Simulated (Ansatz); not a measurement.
BaCdAsF:
```cif
data_As2Ba2Cd2F2
_chemical_formula_sum 'Ba2 Cd2 As2 F2'
_space_group_name_H-M_alt 'P4/nmm :1'
_space_group_IT_number 129
_space_group_name_Hall 'P 4ab 2ab -1ab'
_cell_length_a 4.42533
_cell_length_b 4.42533
_cell_length_c 9.58429
_cell_angle_alpha 90.000
_cell_angle_beta 90.000
_cell_angle_gamma 90.000
loop_
_space_group_symop_operation_xyz
  'x, y, z'
  '-y+1/2, x+1/2, z'
  '-x, -y, z'
  'y+1/2, -x+1/2, z'
  'x+1/2, -y+1/2, -z'
  '-y, -x, -z'
  '-x+1/2, y+1/2, -z'
  'y, x, -z'
  '-x+1/2, -y+1/2, -z'
  'y, -x, -z'
  'x+1/2, y+1/2, -z'
  '-y, x, -z'
  '-x, y, z'
  'y+1/2, x+1/2, z'
  'x, -y, z'
  '-y+1/2, -x+1/2, z'
loop_
_atom_site_label
_atom_site_type_symbol
_atom_site_symmetry_multiplicity
_atom_site_Wyckoff_symbol
_atom_site_fract_x
_atom_site_fract_y
_atom_site_fract_z
_atom_site_occupancy
Ba1 Ba 2 c 0.50000 0.00000 0.15322 1
Cd1 Cd 2 b 0.50000 0.50000 0.50000 1
As1 As 2 c 0.00000 0.50000 0.32392 1
F1 F 2 a 0.00000 0.00000 0.00000 1
```

Relaxed with r²SCAN.

### Question
Which orbitals make up the states near the band edges in plane-wave PAW r²SCAN (Ansatz code)?

### Answer
Top 1 eV of the valence band: As 4p 88 %, outside the projected shells 6 %. Bottom 1 eV of the conduction band: Cd 5s 39 %, As 4p 18 %, Ba 6s 8 %, As 4s 5 %, outside the projected shells 27 %. Projections are on Löwdin-orthogonalised atomic valence shells; empty p or d shells of many metals are not among them.

### Question
Tabulate the density of states.

### Answer
States/eV per cell of 8 atoms, in 0.25 eV bins, energy from the valence-band maximum.

| E (eV) | total | F 2p | As 4p | Cd 5s |
|---|---|---|---|---|
| -7.85 | 0.00 | 0.00 | 0.00 | 0.00 |
| -7.60 | 0.00 | 0.00 | 0.00 | 0.00 |
| -7.35 | 0.00 | 0.00 | 0.00 | 0.00 |
| -7.10 | 0.00 | 0.00 | 0.00 | 0.00 |
| -6.85 | 0.00 | 0.00 | 0.00 | 0.00 |
| -6.60 | 0.00 | 0.00 | 0.00 | 0.00 |
| -6.35 | 0.00 | 0.00 | 0.00 | 0.00 |
| -6.10 | 0.00 | 0.00 | 0.00 | 0.00 |
| -5.85 | 14.22 | 12.94 | 0.18 | 0.03 |
| -5.60 | 17.32 | 16.16 | 0.16 | 0.03 |
| -5.35 | 13.32 | 12.62 | 0.08 | 0.02 |
| -5.10 | 3.14 | 3.02 | 0.01 | 0.00 |
| -4.85 | 0.00 | 0.00 | 0.00 | 0.00 |
| -4.60 | 0.00 | 0.00 | 0.00 | 0.00 |
| -4.35 | 1.41 | 0.05 | 0.70 | 0.41 |
| -4.10 | 8.70 | 0.23 | 4.15 | 2.74 |
| -3.85 | 2.38 | 0.07 | 1.21 | 0.79 |
| -3.60 | 1.07 | 0.02 | 0.60 | 0.34 |
| -3.35 | 0.62 | 0.01 | 0.37 | 0.18 |
| -3.10 | 0.54 | 0.01 | 0.34 | 0.14 |
| -2.85 | 0.42 | 0.00 | 0.27 | 0.09 |
| -2.60 | 1.24 | 0.01 | 0.95 | 0.06 |
| -2.35 | 2.38 | 0.02 | 1.91 | 0.07 |
| -2.10 | 2.73 | 0.02 | 2.25 | 0.07 |
| -1.85 | 3.49 | 0.03 | 2.93 | 0.05 |
| -1.60 | 3.86 | 0.03 | 3.27 | 0.04 |
| -1.35 | 5.06 | 0.05 | 4.29 | 0.05 |
| -1.10 | 4.23 | 0.03 | 3.66 | 0.02 |
| -0.85 | 5.42 | 0.05 | 4.73 | 0.01 |
| -0.60 | 2.00 | 0.01 | 1.77 | 0.00 |
| -0.35 | 1.71 | 0.01 | 1.52 | 0.00 |
| -0.10 | 0.73 | 0.00 | 0.67 | 0.00 |
| 0.15 | 0.00 | 0.00 | 0.00 | 0.00 |
| 0.40 | 0.00 | 0.00 | 0.00 | 0.00 |
| 0.65 | 0.00 | 0.00 | 0.00 | 0.00 |
| 0.90 | 0.00 | 0.00 | 0.00 | 0.00 |
| 1.15 | 0.00 | 0.00 | 0.00 | 0.00 |
| 1.40 | 0.04 | 0.00 | 0.00 | 0.03 |
| 1.65 | 0.22 | 0.00 | 0.01 | 0.14 |
| 1.90 | 0.52 | 0.00 | 0.06 | 0.24 |
| 2.15 | 2.02 | 0.01 | 0.38 | 0.75 |
| 2.40 | 8.31 | 0.06 | 1.90 | 2.21 |
| 2.65 | 6.57 | 0.04 | 1.17 | 1.17 |
| 2.90 | 2.29 | 0.01 | 0.26 | 0.32 |
| 3.15 | 5.37 | 0.02 | 1.04 | 1.43 |
| 3.40 | 2.98 | 0.02 | 0.23 | 0.25 |
| 3.65 | 2.94 | 0.01 | 0.11 | 0.08 |
| 3.90 | 4.12 | 0.02 | 0.12 | 0.07 |
| 4.15 | 4.49 | 0.02 | 0.09 | 0.06 |
| 4.40 | 4.55 | 0.03 | 0.10 | 0.06 |
| 4.65 | 5.68 | 0.04 | 0.12 | 0.05 |
| 4.90 | 7.72 | 0.05 | 0.19 | 0.10 |
| 5.15 | 7.20 | 0.04 | 0.18 | 0.09 |
| 5.40 | 7.49 | 0.04 | 0.25 | 0.13 |
| 5.65 | 7.51 | 0.05 | 0.24 | 0.13 |
| 5.90 | 7.33 | 0.05 | 0.27 | 0.14 |
| 6.15 | 6.61 | 0.04 | 0.23 | 0.12 |

The first step of the workflow began from a Materials Project structure, measured or hypothetical; the Crystallography Open Database copy checked does not list it. Its standing as an ambient phase is unchecked. Symmetry was held in the r²SCAN relaxation; its stability against distortions is not shown here. Scalar-relativistic: spin–orbit coupling is off unless named, which matters more the heavier the elements.

Potentials: the later of the program's two PAW sets.
